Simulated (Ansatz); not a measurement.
A geometry of HfSiO4 away from equilibrium: step 16 of the relaxation of a randomly generated symmetric cell of HfSiO4 (space group No. 65). The numbers are results of PBEsol (plane waves to 420 eV, PAW, scalar-relativistic; Ansatz, a first-principles code), not measurements. Γ-centred k-mesh 9×9×3 on the run's cell (coarser than for final values), Fermi–Dirac smearing 0.05 eV.

```
HfSiO4
1.0
    2.01903    -2.89527     0.00000
    2.01903     2.89527     0.00000
    0.00000     0.00000     6.02083
Hf O Si
1 4 1
Direct
  0.50000   0.50000   0.50000
  0.23514   0.23514   0.79175
  0.76486   0.76486   0.79175
  0.76486   0.76486   0.20825
  0.23514   0.23514   0.20825
  0.50000   0.50000   0.00000
```

### Question
Which atoms carry the largest force, and which way does it point?

### Answer
0.63 eV/Å, on O2, O3, O4, O5 (atoms numbered as listed); on O2 its components are (0.63, 0.00, -0.04).

### Question
What is the pressure?

### Answer
+17.5 GPa, compression positive.

No spin polarisation in the result. No Hubbard U is applied.

The run could not lose the symmetry of its start: the end is stationary, and may be a saddle point rather than a minimum.

The end of the path is a generated cell of HfSiO4: the first start was made by a random draw of sites in a space group, and the end was not matched to a known phase here, so it may be hypothetical.
